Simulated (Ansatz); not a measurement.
SnPt:
```
CELL_PARAMETERS angstrom
      5.74332     0.00000     0.00000
     -2.87166     4.97386     0.00000
      0.00000     0.00000     4.53820
ATOMIC_POSITIONS crystal
  Pt 0.50000 0.00000 0.00000
  Pt 0.50000 0.50000 0.00000
  Pt 0.00000 0.50000 0.00000
  Sn 0.00000 0.00000 0.00000
  Sn 0.33333 0.66667 0.50000
  Sn 0.66667 0.33333 0.50000
```

Relaxed with PBE. Special points in fractions of this cell's reciprocal vectors: Γ (0.000, 0.000, 0.000); M (0.500, 0.000, 0.000); K (0.333, 0.333, 0.000); A (0.000, 0.000, 0.500); L (0.500, 0.000, 0.500); H (0.333, 0.333, 0.500).

Q: List the band energies nearest the Fermi level at these points for plane-wave PAW PBE (Ansatz code).

A: In eV from the Fermi level; about four levels below and three above (degenerate sets whole), none deeper than 8.9 eV; points with the same levels are listed once.

```json
[
 {"k": "Γ", "below": "-2.20 -2.20 -0.77 -0.49", "above": "0.96 0.96 1.77"},
 {"k": "M", "below": "-3.05 -2.47 -2.35 -2.21", "above": "0.02 0.03 0.49"},
 {"k": "K", "below": "-2.99 -2.99 -2.57 -1.84 -0.12", "above": "0.08 0.08 1.49 1.49"},
 {"k": "A", "below": "-0.62 -0.49 -0.18 -0.04", "above": "2.79 2.79 3.00 3.00"},
 {"k": "L", "below": "-2.33 -2.32 -1.78 -1.56 -0.20", "above": "0.63 2.68 3.73"},
 {"k": "H", "below": "-2.42 -2.42 -1.78 -1.63", "above": "0.68 1.55 2.53 2.53"}
]
```

Space group P6/mmm. The cell is a constructed one: a structure type filled with these elements; neither database checked (COD, Materials Project) lists it. COD files the formula under space group No. 194, so this cell is another polymorph or a model. Its standing as an ambient phase is unchecked. The cell was relaxed with PBE under the symmetry of its start; whether a distortion lowers the energy is not shown. No spin polarisation was allowed. Scalar-relativistic: spin–orbit coupling is off unless named, which matters more the heavier the elements.

Potentials: the earlier of the program's two PAW sets.
